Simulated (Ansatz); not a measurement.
# How YIn (Pm-3m) stiffens under pressure

```xyz
2
Lattice="3.7082 0.0000 0.0000 0.0000 3.7082 0.0000 0.0000 0.0000 3.7082" Properties=species:S:1:pos:R:3 pbc="T T T"
Y     1.8541    1.8541    1.8541
In    0.0000    0.0000    0.0000
```

This is the zero-pressure cell. At each pressure cell and atoms are relaxed in this structure, and the constants are slopes of the stress at strains of ±0.005 with relaxed ions (the coefficients that govern stability under load). Level: PBEsol, PAW on Ansatz 0.2.0's default frozen-core files (fitted under PBE), scalar-relativistic; k mesh 12×12×12, strains of ±0.005, Fermi-Dirac smearing of 0.100 eV, cutoff 420 eV. P is the pressure of the relaxed cell, less that of this one.

| P (GPa) | V/V₀ | C11 (GPa) | C12 (GPa) | C44 (GPa) |
| --- | --- | --- | --- | --- |
| 0.00 | 1.0000 | 70.3 | 59.3 | 50.2 |
| 1.00 | 0.9848 | 74.8 | 63.5 | 53.2 |
| 2.01 | ? | ? | ? | ? |
| 4.00 | 0.9453 | 88.0 | 75.7 | 61.8 |
| 7.00 | 0.9127 | 100.9 | 87.5 | 69.6 |
| 9.98 | 0.8854 | 113.6 | 99.0 | 76.8 |
| 14.99 | 0.8471 | 134.5 | 117.8 | 88.0 |

**Question.** Does the bulk modulus from the constants agree with the pressure-volume curve?

**Answer.** A third-order Birch-Murnaghan fit to the volumes shown (F against f, f = [(V₀/V)^(2/3) − 1]/2) gives B₀ = 62.9 GPa and B′ = 4.3. Its −V dP/dV stands beside (C11 + 2C12)/3:

```csv
P (GPa),from P(V),from the constants
0.00,62.9,63.0
1.00,67.2,67.2
4.00,79.8,79.8
7.00,92.0,92.0
9.98,103.8,103.9
14.99,123.1,123.4
```

**Question.** What are the pressure derivatives at zero pressure?

**Answer.** Slopes at V₀ of quadratic fits in −ln(V/V₀) through the first four rows shown, divided by B₀: dC11/dP = 4.4, dC12/dP = 4.1, dC44/dP = 3.1. The mean slopes up to 4.0 GPa are 4.4, 4.1, 2.9; curvature and scatter of the constants part the two. The combination (dC11/dP + 2 dC12/dP)/3 = 4.2 stands against B′.

**Question.** Fill the row at 2.01 GPa.

**Answer.** Cubic fits in −ln(V/V₀) through all rows shown give C11 = 79.2, C12 = 67.6, C44 = 56.2 GPa. Computed: V/V₀ = 0.9705, C11 (GPa) = 79.3, C12 (GPa) = 67.6, C44 (GPa) = 56.2.

**Question.** Does a shear stiffness soften?

**Answer.** C44 goes from 50.2 to 88.0 GPa; (C11 − C12)/2 goes from 5.5 to 8.3 GPa. Neither ends more than 3 % under its start, and the lattice stays mechanically stable over this range.

Limits of these numbers: no other phase was computed; many crystals of this kind change structure within this range, and rows or crossings beyond such a change describe a metastable lattice; frozen-core PAW files fitted under PBE, their cores solved anew for the functional of the run; responses of metals move with mesh and smearing; the softest shear constant rests on one k mesh, and a soft shear can herald a distortion on cooling; phonons weren't checked at these pressures.
